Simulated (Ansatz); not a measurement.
### Question
Br (molecular I2 type, Cmce) is relaxed with r²SCAN (plane waves, PAW; program Ansatz). What lattice parameters of the conventional cell result?

### Answer
a = 7.105 Å, b = 4.247 Å, c = 8.762 Å.

### Question
Give the free coordinates with the occupied sites.

### Answer
In one choice of origin and axes:

```csv
atom,site,symmetry,x,y,z
Br,8f,m..,0.0000,0.3599,0.3842
```

### Question
Is it a metal or does it have a gap at this level?

### Answer
A gap of 1.68 eV.

Symmetry was held in the r²SCAN relaxation. The substance is a gas or liquid at ambient conditions; this is its low-temperature solid. A crystal of weakly bound units computed without a dispersion correction: the cell and the soft elastic constants depend strongly on that. Scalar-relativistic: spin–orbit coupling is off unless named, which matters more the heavier the elements.

Potentials: the later of the program's two PAW sets.
